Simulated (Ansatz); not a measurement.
**Every step of a relaxation of bcc Fe (111), 7 layers**

DFT, PBE, PAW with Ansatz's default frozen-core files, scalar-relativistic (Ansatz 0.2.0); a Γ-centred 11×11×1 k mesh, Fermi–Dirac smearing of 0.1 eV, spin-polarised from start moments Fe1 2.5, Fe2 2.5, Fe3 2.5, Fe4 2.5, Fe5 2.5, Fe6 2.5, Fe7 2.5 μB. The run relaxes the atoms in the fixed cell.

Command: `ansatz run input.yaml --threads 4 --pin off --max-ram 12288MiB --backend cpu --events-out ev --progress --plain --runs-dir out` It took 72 s on 4 threads of Intel(R) Xeon(R) Platinum 8488C (Sapphire Rapids) (shared host), peak memory 1.2 GiB.

```yaml
crystal:
  lattice:
    - [4.0041382862, 0.0, 0.0]
    - [-2.0020691431, 3.4676854761, 0.0]
    - [0.0, 0.0, 20.904]
  atoms:
    - { symbol: Fe, position: [0.0, 0.0, 0.3827007311], spin: 2.5 }
    - { symbol: Fe, position: [0.333333334, 0.666666666, 0.4218004874], spin: 2.5 }
    - { symbol: Fe, position: [0.666666667, 0.333333333, 0.4609002436], spin: 2.5 }
    - { symbol: Fe, position: [0.0, 0.0, 0.4999999998], spin: 2.5 }
    - { symbol: Fe, position: [0.333333334, 0.666666666, 0.5390997564], spin: 2.5 }
    - { symbol: Fe, position: [0.666666667, 0.333333333, 0.5781995126], spin: 2.5 }
    - { symbol: Fe, position: [0.0, 0.0, 0.6172992689], spin: 2.5 }
magnetization:
  spin_polarized: true
kpoints:
  mp_grid: { grid: [11, 11, 1] }
scf:
  occupations: { method: fermi_dirac, width: 0.1 }
hamiltonian:
  xc: pbe
  pseudopotentials: { kind: paw }
output:
  forces: true
  stress: true
  eigenvalues: true
relax:
  f_tol: 0.01
  max_steps: 40
efield:
  axis: 3
  amplitude: 0
  dipole_correction: true
```

Each step lists its free energy a cell above the last geometry, and Cartesian positions (Å) with forces (eV/Å).

The first step:

```
step 1  dF = 121.19 meV
  Fe 0.0000 0.0000 8.0000   0.0000 0.0000 0.4025
  Fe 0.0000 2.3118 8.8173   0.0000 0.0000 0.2327
  Fe 2.0021 1.1559 9.6347   0.0000 0.0000 -0.7600
  Fe 0.0000 0.0000 10.4520   0.0000 0.0000 0.0000
  Fe 0.0000 2.3118 11.2693   0.0000 0.0000 0.7600
  Fe 2.0021 1.1559 12.0867   0.0000 0.0000 -0.2327
  Fe 0.0000 0.0000 12.9040   0.0000 0.0000 -0.4025
```

The magnetic state is the one reached from the start moments; other orders weren't searched.

**Question.** Where does the relaxation end, and by which steps?

**Answer.** After 4 geometries, with a shortest distance of 2.374 Å and a cell moment of 17.99 μB. The further steps:
```
step 2  dF = 38.89 meV
  Fe 0.0000 0.0000 8.0369   0.0000 0.0000 0.2342
  Fe 0.0000 2.3118 8.8470   0.0000 0.0000 0.1189
  Fe 2.0021 1.1559 9.5943   0.0000 0.0000 -0.4348
  Fe 0.0000 0.0000 10.4520   0.0000 0.0000 0.0000
  Fe 0.0000 2.3118 11.3097   0.0000 0.0000 0.4348
  Fe 2.0021 1.1559 12.0570   0.0000 0.0000 -0.1189
  Fe 0.0000 0.0000 12.8671   0.0000 0.0000 -0.2342
step 3  dF = 0.24 meV
  Fe 0.0000 0.0000 8.0823   0.0000 0.0000 -0.0195
  Fe 0.0000 2.3118 8.8798   0.0000 0.0000 -0.0034
  Fe 2.0021 1.1559 9.5405   0.0000 0.0000 -0.0298
  Fe 0.0000 0.0000 10.4520   0.0000 0.0000 0.0000
  Fe 0.0000 2.3118 11.3635   0.0000 0.0000 0.0298
  Fe 2.0021 1.1559 12.0242   0.0000 0.0000 0.0034
  Fe 0.0000 0.0000 12.8217   0.0000 0.0000 0.0194
step 4  dF = 0.00 meV
  Fe 0.0000 0.0000 8.0776   0.0000 0.0000 0.0038
  Fe 0.0000 2.3118 8.8796   0.0000 0.0000 -0.0097
  Fe 2.0021 1.1559 9.5357   0.0000 0.0000 -0.0044
  Fe 0.0000 0.0000 10.4520   0.0000 0.0000 0.0000
  Fe 0.0000 2.3118 11.3683   0.0000 0.0000 0.0044
  Fe 2.0021 1.1559 12.0244   0.0000 0.0000 0.0097
  Fe 0.0000 0.0000 12.8264   0.0000 0.0000 -0.0038
```
